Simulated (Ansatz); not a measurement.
A generator proposed this cell of Ca3SiS.

```cif
data_structure
_symmetry_space_group_name_H-M 'Pm-3m'
_symmetry_Int_Tables_number 221
_cell_length_a 4.8519
_cell_length_b 4.8519
_cell_length_c 4.8519
_cell_angle_alpha 90.000
_cell_angle_beta 90.000
_cell_angle_gamma 90.000
_cell_volume 114.22
loop_
_atom_site_label
_atom_site_type_symbol
_atom_site_symmetry_multiplicity
_atom_site_Wyckoff_symbol
_atom_site_fract_x
_atom_site_fract_y
_atom_site_fract_z
_atom_site_occupancy
Ca1 Ca 3 c 0.50000 0.00000 0.50000 1
Si1 Si 1 a 0.00000 0.00000 0.00000 1
S1 S 1 b 0.50000 0.50000 0.50000 1
```

Computed with DFT PBE, scalar-relativistic, plane waves, PAW (Ansatz). Settings: cutoff 420 eV, Γ-centred mesh 4×4×4 on the computed 5-atom cell, Gaussian smearing of 0.10 eV; no spin polarisation.

Energies over the elements count from the elements' standard structures at the same level, with no fitted energy shifts.

Question: How far from equilibrium is it?

Answer: The pressure is 14.7 GPa (it wants to expand), the largest force is 0.00 eV/Å (symmetry fixes the atoms), and the energy is −0.60 eV/atom against the elements. The shortest distance is 2.43 Å.

Question: Is it a good guess?

Answer: A rough one: relaxing gains about 0.22 eV/atom in 8 ionic steps and ends at −0.824 eV/atom on the finer mesh. The symmetry stays Pm-3m (No. 221). The end has the antiperovskite type. The volume per atom grows by 25.4 %, from 22.8 to 28.7 Å³. The shortest distance goes from 2.43 Å (Ca–S) to 2.62 Å (Ca–S). Conventional cell: a = 5.233 Å. Ca has 2 S at 2.62 Å, 4 Si at 3.70 Å and 8 Ca at 3.70 Å; Si has 12 Ca at 3.70 Å; S is surrounded by 6 Ca at 2.62 Å.

The last run used an 8×8×8 mesh for its 5-atom cell and Gaussian smearing of 0.01 eV. The reference form of S is held partly by dispersion forces, which this level lacks. The relaxation can't lower the symmetry of the start, and the grade says only how near the guess is to its own end. A later test with randomly moved atoms led to a structure 21 meV/atom lower, so this end is a saddle point or a shallow minimum.
